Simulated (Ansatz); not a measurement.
Start of a relaxation of Cs3SiPt:

```
Cs Si Pt
1.0
     7.19494    0.00000    0.00000
    -3.59747    6.23100    0.00000
     0.00000    0.00000    4.70180
Cs Si Pt
3 1 1
Direct
  0.50000 0.00000 0.00000
  0.00000 0.50000 0.00000
  0.50000 0.50000 0.00000
  0.00000 0.00000 0.50000
  0.00000 0.00000 0.00000
```

Level of theory: Ansatz 0.2.0, DFT PBE, scalar-relativistic, plane waves, PAW. Cutoff 420 eV, Gaussian smearing, Γ-centred meshes. Cell and atoms relax first on a coarse mesh and then on a finer one. In between, the cell is made exact in the group found at 0.06 Å. In metals the finer mesh still leaves noise of several meV/atom or more. The steps can't lower the symmetry of their start. No spin polarisation.

A guess keeps its type if space group and coordination stay and the shape of the cell changes little (axis ratios within about 15 %, angles within 6°); the volume may change.

Question: Will the relaxed cell still be of the starting type?

Answer: It keeps its type. The symmetry stays P6/mmm (No. 191). The volume per atom grows by 13.5 %, from 42.2 to 47.9 Å³. The shortest distance goes from 2.35 Å (Si–Pt) to 2.30 Å (Si–Pt). The ratio c/a of the conventional cell changes by a factor of 0.91. Counting neighbours within 15 % of an atom's shortest distance, the start has Cs 6, Pt 2, Si 2 and the end Cs 6, Pt 2, Si 2.

The last run used a 6×6×8 mesh (in the run's order of axes) for its 5-atom cell and Gaussian smearing of 0.10 eV. Spin–orbit coupling, which can matter for Pt, is left out. The cell is a metal run without spin; a magnetic state may lie lower. Symmetry constrained the relaxation, so the result can be a saddle point.
